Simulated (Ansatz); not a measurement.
Relaxed TiB2 (AlB2 type, space group P6/mmm):

```yaml
crystal:
  lattice:
    - [6.06397, 0.00000, 0.00000]
    - [-1.51599, 2.62578, 0.00000]
    - [3.03199, 0.00000, 3.22435]
  atoms:
    - { symbol: Ti, position: [0.00000, 0.00000, 0.00000] }
    - { symbol: Ti, position: [0.50000, 0.00000, 0.00000] }
    - { symbol: B, position: [0.91667, 0.66667, 0.50000] }
    - { symbol: B, position: [0.41667, 0.66667, 0.50000] }
    - { symbol: B, position: [0.08333, 0.33333, 0.50000] }
    - { symbol: B, position: [0.58333, 0.33333, 0.50000] }
```

The atoms are displaced by Q × the pattern below (from a DFPT mode at L = (0.5, 0.0, 0.5), largest move 1; Q in Å), at fixed cell. (q is in reciprocal vectors of the primitive cell; the cell shown is doubled to hold the pattern.)

```tsv
atom	x	y	z
B3	-0.866	-0.500	0.000
B4	0.866	0.500	0.000
B5	0.866	0.500	0.000
B6	-0.866	-0.500	0.000
```

Atoms not listed stay in place.

These are PBE (plane waves to 420 eV, PAW, scalar-relativistic; Ansatz, a quantum-chemistry and plane-wave program) values and carry that method's errors. k mesh 18×18×18 (Γ-centred), Fermi-Dirac smearing 0.05 eV. E stands for the smeared free energy. With partly filled bands, energies and forces of such displacements shift with the k mesh and the smearing. TiB2 is run without spin polarisation. TiB2 was relaxed with its symmetry unable to fall. The zero of ΔE is the undisplaced structure. The last digit holds for this mesh only.

```csv
Q (Å),ΔE (meV/cell)
-0.180,1464.6
-0.150,1033.7
-0.120,670.3
-0.090,380.8
-0.060,withheld
-0.030,42.8
0.000,0.0
0.030,42.8
0.060,withheld
0.090,380.8
0.120,670.3
0.150,1033.7
0.180,1464.6
```

**Question.** Fit an even polynomial form (powers 2, 4) to the given rows and predict ΔE at Q = 0.060.

**Answer.** Least squares on the 11 given rows: ΔE = (47620)·Q² + (-74600)·Q⁴, in meV/cell with Q in Å; root-mean-square residual 0.02 meV/cell. At 0.060 the fit gives 170.5 meV/cell; the calculation gives 170.5 meV/cell, the same to the digits shown. The quadratic term alone would give 171.4 meV/cell.

(A displaced cell: forces are minus the slopes of the energy, force constants its curvatures, and phonons follow from these.)
